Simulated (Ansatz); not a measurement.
# Stationary points along a deformation path in C

All numbers below come from DFT r2SCAN, scalar-relativistic, plane waves, PAW in Ansatz 0.2.0. The runs took a 500 eV cutoff, a Γ-centred 12×12×12 mesh and Gaussian smearing (0.05 eV). No spin polarisation. Energies are free energies at this smearing, counted from the undisturbed cell; pressure is positive in compression.

Reference structure (as given, not relaxed at this level; it stands at -2.4 GPa):

```
C
1.0
     0.00000    1.78340    1.78340
     1.78340    0.00000    1.78340
     1.78340    1.78340    0.00000
C
2
Direct
  0.50000 0.50000 0.50000
  0.75000 0.75000 0.75000
```

At fixed volume and fractional coordinates, lengths along (0.000, 0.000, 1.000) are scaled against those across it; ρ is that ratio over its starting value. V = 5.672 Å³/atom. Δσ is the stress along the axis less the mean stress across it (compression positive).

| ρ | ΔE (meV/atom) | Δσ (GPa) | space group |
| --- | --- | --- | --- |
| 0.650 | 1428.3 | 203.82 | I4_1/amd |
| 0.707 | 1025.6 | 196.49 | I4_1/amd |
| 0.780 | 589.0 | 175.70 | I4_1/amd |
| 0.850 | 272.0 | 132.74 | I4_1/amd |
| 0.920 | 76.1 | 74.93 | I4_1/amd |
| 0.960 | 18.8 | 38.51 | I4_1/amd |
| 1.000 | 0.0 | 0.00 | Fd-3m |
| 1.050 | 28.6 | -50.50 | I4_1/amd |
| 1.100 | 112.5 | -102.93 | I4_1/amd |
| 1.200 | 432.7 | -210.90 | I4_1/amd |
| 1.300 | 932.4 | -319.27 | I4_1/amd |
| 1.414 | 1678.5 | -419.99 | I4_1/amd |
| 1.500 | 2277.1 | -423.96 | I4_1/amd |

Task: How does the stress give the slope of the energy, and where is the energy stationary?

Result: Along the path d ln(length) is 2/3 d ln ρ on the axis and −1/3 d ln ρ across it, so dE/d ln ρ = −(2/3) V Δσ: the energy falls with ρ where Δσ is positive. Δσ vanishes or changes sign at ρ = 1.000 (Fd-3m), a minimum at 0.0 meV/atom. Pairs of stationary points between two samples would go unseen, and could change a minimum read from distant neighbours into a maximum. At ρ = 1.000 the cell is cubic, where symmetry alone makes the stress isotropic and the slope zero.

Task: Which shear constant sets the curvature at ρ = 1?

Result: For a cubic crystal E/V = (2/3) C (ln ρ)² with C = C′ = (C11 − C12)/2, so Δσ = −2C ln ρ. The parabola of Δσ against ln ρ through ρ = 0.960, 1 and 1.050 gives C ≈ 493 GPa with the ions clamped, rough because the steps are large. It is the stress–strain coefficient at this cell's pressure of -2.4 GPa, not the zero-pressure constant.

Task: Integrate that slope from ρ = 1 to 0.850 by the trapezoid rule.

Result: With V/N in Å³ and 1 eV/Å³ = 160.2 GPa the slopes at ρ = 1.000, 0.960, 0.920, 0.850 are 0, -909, -1769, -3133 meV/atom per unit of ln ρ. The steps add 18.6 + 57.0 + 193.9 = 269.5 meV/atom, against 272.0 from the energies; the trapezoid rule misses the curvature of the slope within each step.

The gap closes along the scan, which can put kinks into the curve.